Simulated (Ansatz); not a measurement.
# SiO2 (I-42d), stationary points along a deformation path

Level of theory: DFT LDA, scalar-relativistic, plane waves, PAW (Ansatz 0.2.0). Cutoff 420 eV, Γ-centred 8×8×8 k-points, Gaussian smearing of 0.05 eV. No spin polarisation. Energies are free energies at this smearing, counted from the undisturbed cell; pressure is positive in compression.

The starting cell (relaxed at this level; this form isn't the usual structure):

```
Si O
1.0
    -2.46250    2.46250    3.64367
     2.46250   -2.46250    3.64367
     2.46250    2.46250   -3.64367
Si O
2 4
Direct
  0.00000 0.00000 0.00000
  0.75000 0.25000 0.50000
  0.97428 0.62500 0.84928
  0.37500 0.22428 0.34928
  0.77572 0.12500 0.15072
  0.87500 0.02572 0.65072
```

At fixed volume and fractional coordinates, lengths along (0.000, 0.000, 1.000) are scaled against those across it; ρ is that ratio over its starting value. V = 14.730 Å³/atom. Δσ is the stress along the axis less the mean stress across it (compression positive).

| ρ | ΔE (meV/atom) | Δσ (GPa) | space group |
| --- | --- | --- | --- |
| 0.800 | 68.2 | 9.64 | I-42d |
| 0.850 | 37.1 | 7.15 | I-42d |
| 0.920 | 10.2 | 3.90 | I-42d |
| 0.960 | 2.5 | 1.99 | I-42d |
| 1.000 | 0.0 | -0.04 | I-42d |
| 1.050 | 4.2 | -2.85 | I-42d |
| 1.100 | 16.7 | -6.04 | I-42d |
| 1.200 | 68.4 | -13.76 | I-42d |
| 1.300 | 158.5 | -23.40 | I-42d |

Q: How does the stress give the slope of the energy, and where is the energy stationary?

A: Along the path d ln(length) is 2/3 d ln ρ on the axis and −1/3 d ln ρ across it, so dE/d ln ρ = −(2/3) V Δσ: the energy falls with ρ where Δσ is positive. Δσ vanishes or changes sign between ρ = 0.960 and 1.000, a minimum (near 1.00 by linear interpolation). Pairs of stationary points between two samples would go unseen, and could change a minimum read from distant neighbours into a maximum.

Q: Integrate that slope from ρ = 1 to 1.200 by the trapezoid rule.

A: With V/N in Å³ and 1 eV/Å³ = 160.2 GPa the slopes at ρ = 1.000, 1.050, 1.100, 1.200 are 2, 175, 370, 844 meV/atom per unit of ln ρ. The steps add 4.3 + 12.7 + 52.8 = 69.8 meV/atom, against 68.4 from the energies; the trapezoid rule misses the curvature of the slope within each step.

Forces appear on the atoms along this scan, and letting them relax would lower the energy and soften the response.

Cost: 9 runs of about 0.7 core-minutes in all, on Intel Xeon 6975P-C (Granite Rapids) (shared hosts).